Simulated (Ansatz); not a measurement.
MgTi$_{3}$N$_{3}$O in space group P4/mmm (No. 123; Pearson symbol tP8) at seven volumes, plane-wave PAW PBEsol (Ansatz code), shape and atoms relaxed at each. One row is withheld.

| V (Å³/atom) | P (GPa) |
|---|---|
| 8.537 | ? |
| 8.818 | 17.29 |
| 9.099 | 7.90 |
| 9.381 | -0.01 |
| 9.662 | -6.60 |
| 9.944 | -12.00 |
| 10.225 | -16.21 |

Task: Fit the shown pressures and predict the withheld one.

Result: Third-order Birch–Murnaghan: P = (3/2)B₀(x^(7/2) − x^(5/2))[1 + (3/4)(B′ − 4)(x − 1)] with x = (V₀/V)^(2/3). Least squares on the six rows gives V₀ = 9.379 Å³/atom, B₀ = 238.1 GPa, B′ = 5.41. At V = 8.537, x = 1.0647 and P = 28.89 GPa. The run itself gave 28.42 GPa.

The start of the workflow was typed in or built on a structure type; neither database checked (COD, Materials Project) lists it. Its standing as an ambient phase is unchecked. Symmetry was held in the PBEsol relaxation; whether a distortion lowers the energy is not shown. The workflow began spin-polarised and lost its moments.

Potentials: the earlier of the program's two PAW sets. The files were generated under PBE; for other functionals the program regenerates the frozen cores, and for LDA and PBEsol the local potential too.
